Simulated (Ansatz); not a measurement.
One crystal and one scan (energy over volume and axial ratio) at two levels, PBE (plane waves to 420 eV, PAW, scalar-relativistic; Ansatz, a quantum-chemistry and plane-wave program) and r2SCAN (plane waves to 500 eV, PAW, scalar-relativistic; Ansatz), each from its own relaxed cell and on its own mesh. The cell shown is that of PBE.

GaN (zinc blende)

```xyz
2
Lattice="0.0000 2.2743 2.2743 2.2743 0.0000 2.2743 2.2743 2.2743 0.0000" Properties=species:S:1:pos:R:3 pbc="T T T"
N      3.4114     3.4114     3.4114
Ga     0.0000     0.0000     0.0000
```

Two coordinates are scanned: the volume, and the ratio of the stretch along z (the conventional c axis) to the stretch across it. Atoms keep their fractional coordinates.

E stands for the smeared free energy. GaN was relaxed with its symmetry unable to fall. Percentages come from the unrounded values. Both scans cover V/V₀ from 0.960 to 1.040 and (c/a)/(c/a)₀ from 0.960 to 1.040.

Results of PBE:

```
Item                                                         Value
-----------------------------------------------------------  -----
Lattice constant a (Å)                                       4.549
Shear modulus C′ = (C11 − C12)/2 (fit, atoms clamped) (GPa)     61
```

Q: What does r2SCAN give for the same quantities?

A: 
```json
[
 {"quantity": "Lattice constant a (Å)", "r2SCAN": "4.498", "PBE − r2SCAN": "+0.051 (+1.1 %)"},
 {"quantity": "Shear modulus C′ = (C11 − C12)/2 (fit, atoms clamped) (GPa)", "r2SCAN": "66", "PBE − r2SCAN": "-5 (-7 %)"}
]
```

PBE gives the higher value for: lattice constant a. PBE gives the lower value for: shear modulus C′. Neither level is exact: the differences show how much the result hangs on the functional.

(Under strain, the slope of the energy per volume gives the stress and its curvature an elastic modulus.)
